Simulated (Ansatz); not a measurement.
System: Ir (fcc type), 1 atom in the cell.

Method: PBE with spin–orbit coupling, all-electron LAPW, point nucleus (Ansatz 0.2.0 development build).

k-mesh 4×4×4 Γ-centred; Fermi–Dirac smearing of 0.15 eV.

```
Ir
1.0
     0.00000    1.93540    1.93540
     1.93540    0.00000    1.93540
     1.93540    1.93540    0.00000
Ir
1
Direct
  0.00000 0.00000 0.00000
```

**Question.** What pressure does the calculation give?

**Answer.** The pressure is -8.79 GPa, so at these settings the cell is stretched and would shrink.

The k-mesh is coarse, so these values belong to this mesh and can lie far from the converged ones.
